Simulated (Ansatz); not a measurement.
BP:
```
CELL_PARAMETERS angstrom
      0.00000     2.15912     2.15912
      2.15912     0.00000     2.15912
      2.15912     2.15912     0.00000
ATOMIC_POSITIONS crystal
  P  0.00000 0.00000 0.00000
  B  0.50000 0.50000 0.50000
```

Relaxed with r²SCAN. Special points in fractions of this cell's reciprocal vectors: Γ (0.000, 0.000, 0.000); X (0.500, 0.000, 0.500); U (0.625, 0.250, 0.625); K (0.375, 0.375, 0.750); L (0.500, 0.500, 0.500); W (0.500, 0.250, 0.750).

List the band energies nearest the Fermi level at these points for DFT-r²SCAN in the program Ansatz with PAW potentials.

In eV from the Fermi level; about four levels below and three above (degenerate sets whole), none deeper than 8.9 eV; points with the same levels are listed once.

| k | below | above |
|---|---|---|
| Γ | – | 0.03 0.03 0.03 |
| X | -4.50 -4.50 -3.00 | 2.98 12.97 12.97 |
| U | -8.73 -8.54 -3.54 -0.32 | 7.51 8.21 11.86 |
| L | – | 0.73 0.73 1.21 1.21 |
| W | -7.98 -7.68 -7.68 | 3.89 4.89 9.96 9.96 |

Space group Fm-3m (rock salt). The start of the workflow was typed in or built on a structure type; neither database checked (COD, Materials Project) lists it. It is not the phase usual at ambient conditions (space group No. 216). The r²SCAN relaxation kept the symmetry of its start; whether a distortion lowers the energy is not shown. Its formation energy is positive at this level, so the cell may be metastable or incomplete.

Potentials: the earlier of the program's two PAW sets.
